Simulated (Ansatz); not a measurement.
Take a crystal in which Ir has been replaced by Co on all its sites, with the cell rescaled by a rough guess (in some cases also distorted within its space group) and nothing relaxed:

```yaml
crystal:
  lattice:
    - [2.51659, 0.00000, 0.00000]
    - [-1.25830, 2.17943, 0.00000]
    - [0.00000, 0.00000, 4.45748]
  atoms:
    - { symbol: Co, position: [0.66667, 0.33333, 0.75000] }
    - { symbol: Co, position: [0.33333, 0.66667, 0.25000] }
```

The calculation used DFT PBEsol, scalar-relativistic, plane waves, PAW in Ansatz 0.2.0.

Plane waves to 420 eV, a k mesh through Γ of 21×21×10 on the computed 2-atom cell and Gaussian smearing (0.10 eV); collinear spin from starting moments 1.89 1.89 μB.

(1) Will this cell want to expand or contract, and how hard?

(2) Is it a metal on this mesh?

(3) What moments result?

Answers

(1) The pressure is -25.3 GPa (positive in compression), so the cell would contract.

(2) Yes, a band crosses the Fermi level.

(3) Co1 1.82, Co2 1.82 μB.